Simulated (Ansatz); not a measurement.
ZnPt (L1₀ or tetragonal B2, P4/mmm) at seven volumes, DFT-r²SCAN in the program Ansatz with PAW potentials, shape and atoms relaxed at each. One row is withheld.

| V (Å³/atom) | P (GPa) |
|---|---|
| 12.871 | 23.57 |
| 13.295 | 14.23 |
| 13.719 | 6.46 |
| 14.144 | 0.00 |
| 14.568 | ? |
| 14.992 | -9.82 |
| 15.417 | -13.52 |

**Question.** Fit the shown pressures and predict the withheld one.

**Answer.** P = (3/2)B₀(x^(7/2) − x^(5/2))[1 + (3/4)(B′ − 4)(x − 1)] with x = (V₀/V)^(2/3). Least squares on the six rows gives V₀ = 14.144 Å³/atom, B₀ = 196 GPa, B′ = 5.16. At V = 14.568, x = 0.9805 and P = -5.36 GPa. The run itself gave -5.36 GPa.

The workflow started from an entry of the Crystallography Open Database (COD). Whether it is the stable phase at ambient conditions was not checked. The cell was relaxed with r²SCAN under the symmetry of its start; its stability against distortions is not shown here. The run is not spin-polarised. Scalar-relativistic: spin–orbit coupling is off unless named, which matters more the heavier the elements.

Potentials: the later of the program's two PAW sets.
